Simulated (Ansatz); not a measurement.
Theory: DFT PBE, scalar-relativistic, plane waves, PAW (Ansatz). Cutoff 420 eV, Γ-centred meshes of about 0.25 Å⁻¹ or finer for metals and 0.3 Å⁻¹ for insulators (2π included), Gaussian smearing. No spin polarisation.

These are static total energies at zero pressure.

Compare these two cells of GaMo, each relaxed at this level.

A.

```
Ga Mo
1.0
     3.29944    0.00000    0.00000
     0.00000    3.29944    0.00000
     0.00000    0.00000    5.71538
Ga Mo
2 2
Cartesian
  1.6497 0.0000 0.6974
  0.0000 1.6497 5.0179
  1.6497 0.0000 3.5232
  0.0000 1.6497 2.1922
```

B.

```
Ga Mo
1.0
     2.87114    0.00000    0.00000
    -1.43557    2.48648    0.00000
     0.00000    0.00000    4.37627
Ga Mo
1 1
Direct
  0.00000 0.00000 0.00000
  0.66667 0.33333 0.50000
```

Question: Which is lower in energy, and by how much?

Answer: A is lower, by 77 meV/atom. A has space group P4/nmm (No. 129), 15.6 Å³/atom and no gap on its mesh; B has Ga and Mo ordered on hcp sites, space group P-6m2 (No. 187), 15.6 Å³/atom and no gap. Counting all near atoms (those within 1.25 times the shortest distance at each site; a plus sign parts nearer from farther groups), A has Ga 10+4, Mo 10+4 and B has Ga 12, Mo 12. In A, Ga is surrounded by 4 Ga at 2.72 Å, 6 Mo at 2.77–2.89 Å and 4 Ga at 3.30 Å; Mo has 4 Mo at 2.69 Å, 6 Ga at 2.77–2.89 Å and 4 Mo at 3.30 Å. In B, around Ga lie 6 Mo at 2.75 Å and 6 Ga at 2.87 Å; Mo is surrounded by 6 Ga at 2.75 Å and 6 Mo at 2.87 Å. Both come from trial cells of a structure search.

Trial moments fell under 0.15 μB along the way in P4/nmm and P-6m2; another start might hold them. With atoms moved at random, A came back. B had no clear such test and can be a saddle point.
